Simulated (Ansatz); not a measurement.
This cell of GaP (zinc blende) is off equilibrium:

```yaml
crystal:
  lattice:
    - [0.00000, 2.72569, 2.72569]
    - [2.72569, 0.00000, 2.72569]
    - [2.72569, 2.72569, 0.00000]
  atoms:
    - { symbol: P, position: [0.75000, 0.75000, 0.75000] }
    - { symbol: Ga, position: [0.21646, 0.78354, 0.00000] }
```

Calculation: r2SCAN (plane waves to 500 eV, PAW, scalar-relativistic; Ansatz, a program for electronic structure). k mesh 8×8×8 (Γ-centred), Fermi-Dirac smearing 0.05 eV. E stands for the smeared free energy. Compression counts positive. As the smearing reaches across the gap at some points, energies and forces of such displacements shift with the k mesh and the smearing. GaP was relaxed with its symmetry unable to fall.

Q: What forces act on the atoms (eV/Å, Cartesian)?

A: 
| atom | Fx | Fy | Fz |
|---|---|---|---|
| P1 | -7.846 | 7.846 | 13.181 |
| Ga2 | 7.846 | -7.846 | -13.181 |

Q: Give the stress tensor in GPa and the pressure.

A: 
```
   16.4    -22.9    -31.7
  -22.9     16.4     31.7
  -31.7     31.7     59.0
```
The pressure, a third of the trace, is 30.6 GPa.

Q: In it atom 2 sits (-0.590, 0.590, 0.000) Å away from its relaxed site. What is its energy relative to the relaxed cell?

A: 4101 meV/cell.

(For displaced atoms, the force is minus the slope of the energy, and its curvature is a force constant, which sets phonon frequencies.)
